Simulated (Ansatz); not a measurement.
The relaxed structure here is a generated cell of NbP: the first start was made by placing the elements on the sites of a structure type, and the end was not matched to a known phase here, so it may be hypothetical.

One starting cell of NbP (a generated trial cell of NbP in the AFLOW prototype AB_hP8_186_ab_ab (B5, as in SiC)) was relaxed twice with Ansatz (plane waves, PAW, scalar-relativistic): with r2SCAN at 500 eV and with PBE at 420 eV. The r2SCAN result:

```
NbP
1.0
    4.23032     0.00000     0.00000
   -2.11516     3.66356     0.00000
    0.00000     0.00000     9.78135
Nb P
4 4
Direct
  0.00000   0.00000   0.96094
  0.00000   0.00000   0.46094
  0.33333   0.66667   0.22708
  0.66667   0.33333   0.72708
  0.00000   0.00000   0.21077
  0.00000   0.00000   0.71077
  0.33333   0.66667   0.47557
  0.66667   0.33333   0.97557
```

```json
[
 {"quantity": "space group", "r2SCAN": "P6₃mc", "PBE": "P6₃mc"},
 {"quantity": "volume (Å³/atom)", "r2SCAN": "18.95", "PBE": "19.04"},
 {"quantity": "a (Å)", "r2SCAN": "4.230", "PBE": "4.242"},
 {"quantity": "c (Å)", "r2SCAN": "9.781", "PBE": "9.777"},
 {"quantity": "gap (eV, no spin-orbit coupling)", "r2SCAN": "0.00", "PBE": "0.00"}
]
```

Both levels end in the same structure; PBE's volume is within 0.5 % of r2SCAN's. Neither column is exact.

No spin polarisation in the result.

The run could not lose the symmetry of its start, so the end can be a saddle point.

Ansatz is a first-principles code.
